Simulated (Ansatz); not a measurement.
Put BeSi in P6/mmm (No. 191): Be on 1a; Si on 1b. Recipe of this trial structure of BeSi: ordered superstructure of hcp with vacancies (sublattice all; occupants of the shared sites, in ratio, Be: 1, Si: 1, vacant: 2).

Computed with DFT PBE, scalar-relativistic, plane waves, PAW (Ansatz). Cutoff 420 eV, Γ-centred mesh, Gaussian smearing, no spin polarisation.

Formation energies are uncorrected and refer to the elements' standard structures at the same level.

Problem. Predict the relaxed structure.

Solution.

Space group P6/mmm (No. 191). a = 2.496 Å, b = 2.496 Å, c = 4.833 Å, α = 90.00°, β = 90.00°, γ = 120.00°
| atom | site | symmetry | x | y | z |
| --- | --- | --- | --- | --- | --- |
| Be | 1a | 6/mmm | 0.0000 | 0.0000 | 0.0000 |
| Si | 1b | 6/mmm | 0.0000 | 0.0000 | 0.5000 |

Be is surrounded by 2 Si at 2.42 Å and 6 Be at 2.50 Å; Si has 2 Be at 2.42 Å and 6 Si at 2.50 Å. Another local minimum with the same sites may exist.

Problem. Where does its energy lie, and is it a metal?

Solution. The energy over the elements is +0.70 eV/atom and the gap on the 24×24×12 mesh of the 2-atom cell is 0 eV (a metal). It can't be a ground state, since the elements alone are lower.

The last run used Gaussian smearing of 0.10 eV. Symmetry constrained the relaxation, so the result can be a saddle point.
